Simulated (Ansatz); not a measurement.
CuO2: which magnetic state is lowest?

Theory: DFT PBE+U, scalar-relativistic, plane waves, PAW in Ansatz.

```
Cu O
1.0
     0.00000    2.44415    2.44415
     2.44415    0.00000    2.44415
     2.44415    2.44415    0.00000
Cu O
1 2
Direct
  0.00000 0.00000 0.00000
  0.25000 0.25000 0.25000
  0.75000 0.75000 0.75000
```

```
plane-wave cutoff                                : 420 eV
Γ-centred k-mesh                                 : 14×14×14
occupation rule                                  : Gaussian smearing, 0.1 eV
U_eff on Löwdin-orthogonalised atomic d orbitals : Cu 4 eV
list of starting moments (μB, in atom order)     : 1 0 0
check for lower electronic states after the SCF  : on
```

Each order was relaxed in cell and atoms. Site moments are spin moments in atom-centred spheres that scale with the neighbour distance. The states are those that the runs reached from these starts; a lower one can exist. No antiferromagnetic start is among these.

Question: Order the starts by the energy of the state that they reach, lowest first.
A. ferromagnetic
B. no spin

Answer: A (0.00 meV/atom), B (121 meV/atom).

```csv
start,ends,energy above lowest (meV/atom),site moments (μB),gap on mesh (eV),volume (Å³/atom)
no spin,non-magnetic,121,none over 0.05,metal,9.60
ferromagnetic,ferromagnetic,0.00,"Cu +0.64, O +0.81 (×2)",metal,9.73
```

Cost: 2 runs of about 1 core-minutes in all, on Arm Neoverse V1 (shared hosts).